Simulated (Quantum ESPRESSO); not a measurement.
# Band energies of InP

```
CELL_PARAMETERS angstrom
      0.00000     2.94056     2.94056
      2.94056     0.00000     2.94056
      2.94056     2.94056     0.00000
ATOMIC_POSITIONS crystal
  P  0.75000 0.75000 0.75000
  In 0.00000 0.00000 0.00000
```

PBE (Quantum ESPRESSO, PseudoDojo norm-conserving, 70 Ry, no spin-orbit coupling); path ΓXWKΓLUWLK,UX; energies in eV from the valence-band maximum.

| k (1/Å) | point | band 5 | band 6 | band 7 | band 8 | band 9 | band 10 | band 11 | band 12 |
|---|---|---|---|---|---|---|---|---|---|
| 0.00 | Γ | -14.07 | -11.45 | 0.00 | 0.00 | 0.00 | 0.65 | 4.09 | 4.09 |
| 0.32 |  | -14.07 | -11.12 | -1.91 | -0.68 | -0.68 | 2.44 | 3.26 | 5.08 |
| 0.75 |  | -14.05 | -9.85 | -4.63 | -1.94 | -1.94 | 2.01 | 2.76 | 7.80 |
| 1.07 | X | -14.04 | -9.12 | -5.71 | -2.28 | -2.28 | 1.78 | 2.27 | 9.17 |
| 1.60 | W | -14.06 | -9.05 | -5.56 | -2.91 | -2.86 | 4.30 | 4.34 | 5.55 |
| 1.98 | K | -14.05 | -9.14 | -5.56 | -3.25 | -1.91 | 2.37 | 4.37 | 7.49 |
| 2.39 |  | -14.07 | -9.99 | -4.59 | -2.65 | -0.92 | 2.98 | 5.06 | 5.39 |
| 2.80 |  | -14.07 | -11.14 | -2.04 | -0.75 | -0.15 | 2.05 | 4.07 | 4.37 |
| 3.11 | Γ | -14.07 | -11.45 | 0.00 | 0.00 | 0.00 | 0.65 | 4.09 | 4.09 |
| 3.52 |  | -14.07 | -10.92 | -3.02 | -0.47 | -0.47 | 1.80 | 4.72 | 4.72 |
| 3.83 |  | -14.06 | -10.07 | -5.12 | -0.87 | -0.87 | 1.55 | 4.85 | 4.85 |
| 4.04 | L | -14.06 | -9.76 | -5.68 | -0.95 | -0.95 | 1.47 | 4.81 | 4.81 |
| 4.26 |  | -14.06 | -9.65 | -5.60 | -1.84 | -1.16 | 2.30 | 4.46 | 5.26 |
| 4.58 |  | -14.06 | -9.22 | -5.50 | -3.25 | -1.76 | 2.51 | 4.78 | 7.00 |
| 4.69 | U | -14.05 | -9.14 | -5.56 | -3.25 | -1.91 | 2.37 | 4.37 | 7.49 |
| 4.98 |  | -14.06 | -9.07 | -5.55 | -3.04 | -2.65 | 3.83 | 4.41 | 5.81 |
| 5.07 | W | -14.06 | -9.05 | -5.56 | -2.91 | -2.86 | 4.30 | 4.34 | 5.55 |
| 5.35 |  | -14.06 | -9.31 | -5.47 | -2.98 | -1.93 | 3.52 | 4.24 | 5.77 |
| 5.64 |  | -14.06 | -9.68 | -5.62 | -1.66 | -1.12 | 2.17 | 4.48 | 5.17 |
| 5.83 | L | -14.06 | -9.76 | -5.68 | -0.95 | -0.95 | 1.47 | 4.81 | 4.81 |
| 5.99 |  | -14.06 | -9.70 | -5.63 | -1.52 | -1.07 | 2.02 | 4.56 | 5.07 |
| 6.24 |  | -14.06 | -9.41 | -5.49 | -2.86 | -1.52 | 2.68 | 4.73 | 6.22 |
| 6.48 | K | -14.05 | -9.14 | -5.56 | -3.25 | -1.91 | 2.37 | 4.37 | 7.49 |
| 6.48 | U | -14.05 | -9.14 | -5.56 | -3.25 | -1.91 | 2.37 | 4.37 | 7.49 |
| 6.86 | X | -14.04 | -9.12 | -5.71 | -2.28 | -2.28 | 1.78 | 2.27 | 9.17 |

The PBE gap is direct, 0.65 eV at Γ.

Spin-orbit splittings are left out.

Geometry relaxed with PBEsol.
